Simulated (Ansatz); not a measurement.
This CeHf3O8 structure is the end of a relaxation. The cell was found from a structure generator's guess, not taken from experiment.

Theory: DFT PBE, scalar-relativistic, plane waves, PAW (Ansatz). Cutoff 420 eV, Γ-centred mesh, Gaussian smearing, no spin polarisation.

```
CELL_PARAMETERS angstrom
3.86372 -3.54165 0.00000
3.86372 3.54165 0.00000
-0.40613 0.00000 5.40727
ATOMIC_POSITIONS crystal
Ce 0.49884 0.49884 0.48037
Hf 0.53460 0.02215 0.98926
Hf 0.02215 0.53460 0.98926
Hf 0.00414 0.00414 0.55524
O 0.69140 0.69140 0.16224
O 0.26442 0.26442 0.17149
O 0.77445 0.25620 0.81735
O 0.25620 0.77445 0.81735
O 0.25760 0.25760 0.69687
O 0.76716 0.76716 0.70724
O 0.17671 0.74865 0.30614
O 0.74865 0.17671 0.30614
```

**Question.** What space group does it have?

**Answer.** Cm (No. 8), with Ce and Hf ordered on fluorite sites. Conventional cell: a = 7.727 Å, b = 7.083 Å, c = 5.423 Å, β = 94.3°. Around Ce lie 6 O at 2.24–2.37 Å, 2 O at 2.59 Å, 4 Hf at 3.55–3.56 Å, 8 Hf at 3.79–3.95 Å, 1 O at 3.88 Å and 4 O at 4.05–4.07 Å; around Hf on a site of symmetry 1 lie 5 O at 2.07–2.17 Å, 2 O at 2.30–2.41 Å, 1 O at 3.10 Å, 7 Hf at 3.45–3.86 Å, 1 Ce at 3.55 Å, 1 O at 3.73 Å, 3 Ce at 3.79–3.95 Å, 1 O at 3.89 Å and 2 O at 4.03–4.07 Å; around Hf on a site of symmetry m lie 4 O at 2.04–2.06 Å, 2 O at 2.22 Å, 2 O at 3.00–3.10 Å, 4 Hf at 3.49–3.55 Å, 2 Ce at 3.56 Å, 1 O at 3.77 Å, 2 Hf at 3.83 Å and 2 Ce at 3.87–3.90 Å; O on a site of symmetry m is surrounded by 2 Hf at 2.10 Å and 1 Ce at 2.36 Å; 5 more sites not described.

**Question.** Is it a metal?

**Answer.** No, the gap on the 6×6×6 mesh is 1.81 eV.

The last run used a 6×6×6 mesh for its 12-atom cell and Gaussian smearing of 0.02 eV. Spin–orbit coupling, which can matter for Hf, is left out. Kohn–Sham gaps at this level usually fall short of measured ones. The 4f shell of Ce is treated without a Hubbard U, which places its levels poorly. This cell was reached by moving the atoms of another relaxed cell at random and relaxing again, last within the group found; it had no such test of its own.
